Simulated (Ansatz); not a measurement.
# Cu3Pt: zone-centre modes under pressure

Cu3Pt, Pm-3m, a = 3.629 Å. The structure is a COD entry; whether it is the stable form wasn't checked. Ansatz: LDA, PAW, 420 eV, Γ-centred 12×12×12 mesh on 4 atoms, Fermi-Dirac smearing 0.15 eV; no spin polarisation. Cell and atoms are relaxed at each pressure with the symmetry kept; optical modes at Γ by linear response, in cm⁻¹, matched by rank (the highest 3 distinct ones).

| P (GPa) | V (Å³/atom) | ω1 | ω2 | ω3 |
| --- | --- | --- | --- | --- |
| 0 | 11.953 | 144.2 | 192.0 | 248.3 |
| 5 | 11.697 | 150.3 | 202.0 | 261.5 |
| 15 | 11.268 | ? | ? | ? |

Q: Get each mode's Grüneisen parameter γ = −d ln ω/d ln V from the other rows and predict the missing frequencies.

A: ln(V/V0) = 0.0000, -0.0216, -0.0590; a line through ln(ω/ω0) of the 2 known rows gives ω1: γ = 1.918, predicted 161.5, computed 161.1; ω2: γ = 2.351, predicted 220.6, computed 219.5; ω3: γ = 2.398, predicted 286.0, computed 284.8. The worst miss is 0.5 %, or 4 % of the shift under pressure, so a constant γ serves at that level. In a metal these frequencies hang on the mesh and smearing.

Spin–orbit coupling is left out, which can shift energies with elements as heavy as these.